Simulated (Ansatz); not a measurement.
The elements of this relaxed trial crystal are hidden behind letters.

```
lattice vectors (Å)
   3.4236    0.0000    0.0000
  -1.7118    2.9649    0.0000
   0.0000    0.0000   13.4044
fractional positions
X 0.6667 0.3333 0.3533
X 0.6667 0.3333 0.6467
Z 0.3333 0.6667 0.7922
Z 0.3333 0.6667 0.2078
Z 0.3333 0.6667 0.5000
Z 0.6667 0.3333 0.0000
```

All numbers below come from DFT PBE, scalar-relativistic, plane waves, PAW in Ansatz. Plane waves to 420 eV, a 12×12×4 mesh through Γ for the 6-atom cell and 0.10 eV Gaussian smearing; no spin polarisation.

| Item | Value |
| --- | --- |
| Space group | P-6m2 (No. 187) |
| Conventional cell | a = 3.424 Å, c = 13.404 Å |
| Volume per atom | 22.68 Å³ |
| Density | 7.35 g/cm³ |
| Formation energy | +0.16 eV/atom |
| Gap on the 12×12×4 mesh of the 6-atom cell | 0 eV (a metal) |

Energies are uncorrected and count from the elements' standard states at the same level.

Question: X is a d-block element of period 4 and Z is a p-block element of period 5. Which elements are they?

Answer: X = Cu, Z = Sn, so the formula is CuSn2. Density times volume gives a mean mass of 7.35 × 22.68/1.6605 = 100.4 u per atom, and this set has 100.3 u. Cu is surrounded by 6 Sn at 2.78–2.79 Å; around Sn on a site of symmetry 3m lie 3 Cu at 2.78 Å and 9 Sn at 3.42 Å; around Sn on a site of symmetry -6m2 lie 6 Cu at 2.79 Å; 1 more site not described. Other sets within the hints have nearly the same mass, so mass alone doesn't settle it; this one was computed.

A structure relaxed within its symmetry needn't be a true minimum.
